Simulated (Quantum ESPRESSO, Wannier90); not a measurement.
**Wannier functions of Se (P3₁21)**

```xyz
3
Lattice="4.5048 0.0000 0.0000 -2.2524 3.9013 0.0000 0.0000 0.0000 4.9788" Properties=species:S:1:pos:R:3 pbc="T T T"
Se     0.9816     0.0000     1.6596
Se    -0.4908     0.8501    -1.6596
Se    -0.4908    -0.8501     0.0000
```

Cell from Materials Project (mp-14), symmetrised, no further relaxation. COD (Crystallography Open Database) has the formula in 4 space groups, this one among them (matched by group alone). Computed values, not measurements, from PBEsol: Quantum ESPRESSO (norm-conserving PseudoDojo potentials, cutoff 69 Ry, no spin polarisation, no spin-orbit coupling) on a Γ-centred 6×6×6 mesh, then Wannier90. Density: 12×12×6 mesh, cold smearing 0.01 Ry. The cell is built of weakly bound layers, chains or molecules, whose nearest atoms lie 3.56 Å apart. Database cells relaxed without dispersion often hold them too far apart, which can enlarge gaps and weakens couplings between them; spacing and stacking were not compared with the measured crystal. Spin-orbit coupling, left out, would split the p-like bands by a few tenths of an eV.

The lattice is scaled uniformly with fixed fractional positions (axis ratios and free coordinates are held, so this isn't the response to pressure), and at each scale an atom-like model (Se sp; disentangled, num_iter = 0) is made. Listed is the largest hopping of each kind of orbital pair shown, with the distance of the two functions' centres at scale 1; the mesh was not varied.

| scale | gap (eV) | modulus of t, Se3 pz–Se2 py at 2.45 Å (eV) | modulus of t, Se3 py–Se2 s at 2.43 Å (eV) | modulus of t, Se3 s–Se1 s at 2.37 Å (eV) |
|---|---|---|---|---|
| 0.970 | 1.132 | 2.155 | 1.894 | 1.491 |
| 0.990 | 1.067 | 2.039 | 1.759 | 1.359 |
| 1.000 | 1.037 | 1.983 | 1.694 | 1.297 |
| 1.010 | 1.009 | 1.928 | 1.631 | 1.238 |
| 1.030 | 0.955 | 1.820 | 1.511 | 1.127 |

### Question
With |t| ∝ d^(−η), find η for each hopping from the ends of the series, and the volume deformation potential of the gap at scale 1.

### Answer
- Se3 pz–Se2 py at 2.45 Å: η = −ln(1.820/2.155)/ln(1.030/0.970) = 2.8
- Se3 py–Se2 s at 2.43 Å: η = −ln(1.511/1.894)/ln(1.030/0.970) = 3.8
- Se3 s–Se1 s at 2.37 Å: η = −ln(1.127/1.491)/ln(1.030/0.970) = 4.7
Harrison's rules would take η = 2.0, 2.0, 2.0 for these pairs; they describe atomic orbitals, while these are orthogonalised and change shape with the volume.
Volume deformation potential of the gap: dE_g/d ln V = (1.009 − 1.067)/(3 ln(1.010/0.990)) = -1.0 eV.
